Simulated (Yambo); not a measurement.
A G0W0@PBEsol run in Yambo for BaAlGeH (space group P3m1, No. 156) under isotropic strain of +1 % on all lattice vectors (3×3×2 Γ-centred k mesh, 158 bands and a 8 Ry block in the screening, 158 bands in G with the Bruneval-Gonze terminator, plasmon pole fitted at 27.2 eV) gives these matrix elements, in eV, at the band edges (A → Γ):

```json
[
 {"state": "valence edge", "E0": "0.000", "<Vxc>": "-10.569", "<Σx>": "-12.014", "<Σc(E0)>": "0.705", "Z": "0.778"},
 {"state": "conduction edge", "E0": "0.999", "<Vxc>": "-10.010", "<Σx>": "-6.326", "<Σc(E0)>": "-3.854", "Z": "0.783"}
]
```

### Question
Solve the linearised quasiparticle equation for both states, give the gap, and say how exchange and correlation each act on it.

### Answer
E = E0 + Z(Σx + Σc − Vxc). Valence: 0.000 + 0.778 × (-12.014 + (0.705) − (-10.569)) = -0.58 eV. Conduction: 0.999 + 0.783 × (-6.326 + (-3.854) − (-10.010)) = 0.87 eV. The gap is 1.44 eV, against 1.00 eV in PBEsol. Replacing Vxc by bare exchange alone would open it by 5.13 eV; correlation takes back 4.56 eV of that, and Z scales what is left. Convergence of the G0W0 settings was not tested. The k mesh is coarse. The mesh misses a band edge: along a dense path the PBEsol gap is 0.67 eV against 1.00 eV on the mesh. Spin-orbit splittings are left out.

The standard potential for Ge keeps a d shell in the valence without the s and p states of that shell. In tests on such compounds this moved G0W0 gaps by up to about 0.9 eV, so absolute quasiparticle energies here are unreliable; differences between settings are what counts.

Geometry strained from the cell relaxed with PBEsol, atoms relaxed again; primitive cell a = b = 4.373 Å, c = 5.132 Å, α = β = 90.00°, γ = 120.00°.
